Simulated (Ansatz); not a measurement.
The relaxed structure here is a generated cell of VSi2: the first start was made by a random draw of sites in a space group, and the end was not matched to a known phase here, so it may be hypothetical.

The end point of a relaxation of VSi2. Space group P1 (No. 1). Computed with r2SCAN (plane waves to 500 eV, PAW, scalar-relativistic; Ansatz, an electronic-structure program).

```cif
data_Si8V4
_chemical_formula_sum 'Si8 V4'
_space_group_name_H-M_alt 'P 1'
_space_group_IT_number 1
_cell_length_a 4.63193
_cell_length_b 4.79453
_cell_length_c 7.27810
_cell_angle_alpha 98.824
_cell_angle_beta 96.939
_cell_angle_gamma 103.577
loop_
_space_group_symop_operation_xyz
  'x, y, z'
loop_
_atom_site_label
_atom_site_type_symbol
_atom_site_fract_x
_atom_site_fract_y
_atom_site_fract_z
_atom_site_occupancy
Si1 Si 0.73192 0.93222 0.02920 1
Si2 Si 0.27108 0.66865 0.52239 1
Si3 Si 0.73723 0.78734 0.36635 1
Si4 Si 0.19677 0.99504 0.87193 1
Si5 Si 0.35696 0.37358 0.16665 1
Si6 Si 0.80182 0.57243 0.65927 1
Si7 Si 0.84019 0.44890 0.99837 1
Si8 Si 0.19274 0.16655 0.55075 1
V1 V 0.86054 0.30232 0.31724 1
V2 V 0.33813 0.52260 0.84029 1
V3 V 0.22548 0.86103 0.21157 1
V4 V 0.70050 0.06671 0.69517 1
```

```yaml
volume_per_atom: 12.76 Å³
density: 4.64 g/cm³
band_gap: no gap (metallic)
shortest_distances: Si–Si 2.39 Å; Si–V 2.41 Å; V–V 3.07 Å
k-mesh: 10×10×6
```

Band energies at high-symmetry points (eV from the Fermi level; labels of this space group; no spin-orbit coupling), from −5 eV up to 2.5 eV:

```
point                                                                                                                                       energies
-----  ---------------------------------------------------------------------------------------------------------------------------------------------
Γ                  -4.67 -4.22 -4.00 -3.73 -3.55 -3.34 -3.10 -2.96 -2.35 -2.25 -2.19 -1.89 -1.43 -0.63 -0.20 0.61 0.69 0.88 1.33 1.84 2.00 2.14 2.29
X        -4.48 -4.37 -4.30 -3.98 -3.63 -3.51 -3.15 -2.81 -2.63 -2.10 -1.96 -1.55 -1.29 -0.84 -0.36 0.09 0.24 0.63 0.78 1.30 1.57 1.81 2.00 2.20 2.34
Y                        -4.46 -4.00 -3.84 -3.60 -3.39 -3.04 -2.73 -2.27 -2.14 -1.95 -1.49 -1.31 -0.77 -0.21 0.39 0.69 0.84 1.08 1.82 2.01 2.01 2.24
Z      -4.96 -4.64 -4.21 -3.99 -3.92 -3.56 -2.98 -2.54 -2.30 -2.11 -1.96 -1.55 -0.99 -0.89 -0.39 -0.29 -0.04 0.27 0.64 0.92 1.13 1.73 1.98 2.24 2.36
R2           -4.88 -4.53 -4.28 -3.18 -2.80 -2.37 -1.97 -1.61 -1.28 -1.23 -1.06 -1.00 -0.75 -0.43 -0.29 -0.15 0.27 0.78 1.03 1.24 1.43 1.84 1.97 2.01
T2            -4.92 -4.28 -3.58 -3.55 -3.31 -3.13 -2.69 -2.50 -2.07 -1.85 -1.55 -1.14 -0.81 -0.68 -0.25 0.17 0.49 0.77 0.97 1.32 1.43 1.76 2.02 2.28
U2                  -3.56 -3.18 -2.73 -2.49 -2.37 -2.29 -2.12 -1.61 -1.39 -1.31 -0.94 -0.66 -0.37 -0.15 0.03 0.38 0.67 1.11 1.21 1.45 1.61 1.74 2.38
V2                   -4.13 -3.76 -3.46 -3.31 -2.80 -2.60 -2.57 -2.18 -1.98 -1.82 -1.64 -0.71 -0.13 0.01 0.22 0.37 0.96 1.42 1.64 1.86 1.99 2.08 2.43
```

No spin polarisation in the result.
